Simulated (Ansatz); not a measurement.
An element in the bcc structure gives these cold pressures by all-electron LAPW under PBEsol (Ansatz 0.2.0, scalar-relativistic, no spin polarisation).

| V (Å³/atom) | P (GPa) |
| --- | --- |
| 27.89 | 0.01 |
| 24.54 | 7.10 |
| 21.75 | 16.72 |
| 18.96 | 32.3 |
| 16.17 | 60.0 |
| 13.94 | 99.8 |
| 11.99 | 164.3 |

**Question.** Which element is it?

**Answer.** Lu. Its zero-pressure volume in this structure is near 27.9 Å³/atom; the volume and the steepness of P(V) together point to it, though neighbours can come close. Neighbours weren't tried against these numbers.
